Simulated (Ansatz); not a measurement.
Values for one crystal, relaxed and computed with r²SCAN in the plane-wave PAW code Ansatz; other levels are named.

| Item | Value |
|---|---|
| Volume per atom | 18.68 Å³ |
| Electronic character | metallic (no gap) |
| Density of states at the Fermi level | 0.47 states/eV per atom (mean over ±0.08 eV) |
| Formation energy from the elements (no fitted shifts) | -0.61 eV/atom |

Problem. Which of these materials gives this?
(A) HfBe5, P6/mmm (Hf on 1a, Be on 2c, Be on 3g)
(B) SrPt5, P6/mmm (Sr on 1a, Pt on 3g, Pt on 2c)
(C) ZnPt3, Cu3Au type
(D) YCu5, P6/mmm (Y on 1a, Cu on 2c, Cu on 3g)

Solution. B, SrPt5, P6/mmm (Sr on 1a, Pt on 3g, Pt on 2c)

The workflow started from a Materials Project entry (that database holds measured and hypothetical structures alike); the Crystallography Open Database files this formula in space group No. 191, but the cells were not matched. Its standing as an ambient phase is unchecked. The r²SCAN relaxation kept the symmetry of its start; its stability against distortions is not shown here. No spin polarisation was allowed. The references are the lowest solids computed at this level, not always the standard phases. Spin–orbit coupling is left out wherever it is not named.

Potentials: the later of the program's two PAW sets.
